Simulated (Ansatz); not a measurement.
## Relaxing a structure of SnSe

The start is a generated cell, SnSe built in the wurtzite structure type. A full variable-cell relaxation at zero pressure is run with PBE (plane waves to 420 eV, PAW, scalar-relativistic; Ansatz, an electronic-structure program). First-step values are on the input's coarse k-mesh.

Ansatz input (later rounds restart from its end on a renewed k-mesh):
Ansatz 0.2 input:
```yaml
crystal:
  lattice:
    - [4.5410251, 0, 0]
    - [-2.2705126, 3.9326431, 0]
    - [0, 0, 7.437151]
  atoms:
    - { symbol: Sn, position: [0.66666667, 0.33333333, 0] }
    - { symbol: Sn, position: [0.33333333, 0.66666667, 0.5] }
    - { symbol: Se, position: [0.66666667, 0.33333333, 0.6252] }
    - { symbol: Se, position: [0.33333333, 0.66666667, 0.1252] }
basis: { ecutwfc: 420, ecutrho_ratio: 4, xc_grid: 2, fft_grid_basis: typed }
kpoints: { mp_grid: { grid: [6, 6, 3] } }
hamiltonian:
  xc: pbe
  dispersion: none
  pseudopotentials: { azcp: { folder: ./paw }, kind: paw }
scf: { occupations: { method: fermi_dirac, width: 0.05 } }
relax: { f_tol: 0.01, max_steps: 100, cell: { stress_tol: 0.02 } }
output: { forces: true, stress: true }
```

Q: How large is the pressure on the unrelaxed cell, and of which sign?

A: +6.0 GPa (positive: the cell is compressed).

Q: How much energy is released per atom?

A: 0.16 to 0.20 eV/atom (the two k-meshes of the run give this range).

Q: How do the shortest distances between atoms change?

A: The closest pairs of elements (up to four, under 3.6 Å), start → end: Se–Sn 2.78 → 2.87 Å.

Q: Is the relaxed structure metallic? Give its gap.

A: 0.73 eV, direct at H (no spin-orbit coupling).

Q: Give the final cell and atomic positions.

A: 
```cif
data_Se2Sn2
_chemical_formula_sum 'Sn2 Se2'
_space_group_name_H-M_alt 'P63mc'
_space_group_IT_number 186
_space_group_name_Hall 'P 6c -2c'
_cell_length_a 5.11029
_cell_length_b 5.11029
_cell_length_c 6.16409
_cell_angle_alpha 90.000
_cell_angle_beta 90.000
_cell_angle_gamma 120.000
loop_
_atom_site_label
_atom_site_type_symbol
_atom_site_symmetry_multiplicity
_atom_site_Wyckoff_symbol
_atom_site_fract_x
_atom_site_fract_y
_atom_site_fract_z
_atom_site_occupancy
Sn1 Sn 2 b 0.33333 0.66667 0.04516 1
Se1 Se 2 b 0.66667 0.33333 0.08004 1
```

The space group stays P6₃mc (No. 186) (the run could not lower it), with 4 atoms in the primitive cell. Final values are on a 8×8×6 k-mesh of the relaxed cell. No spin polarisation in the result.

The run could not lower the symmetry of its start; a shaken copy of this end point relaxes with PBE to I4mm (No. 107), 0.097 eV/atom lower.

The relaxed structure here is a generated cell of SnSe: the first start was made by placing the elements on the sites of a structure type, and the end was not matched to a known phase here, so it may be hypothetical. Known forms of SnSe include space group No. 62.
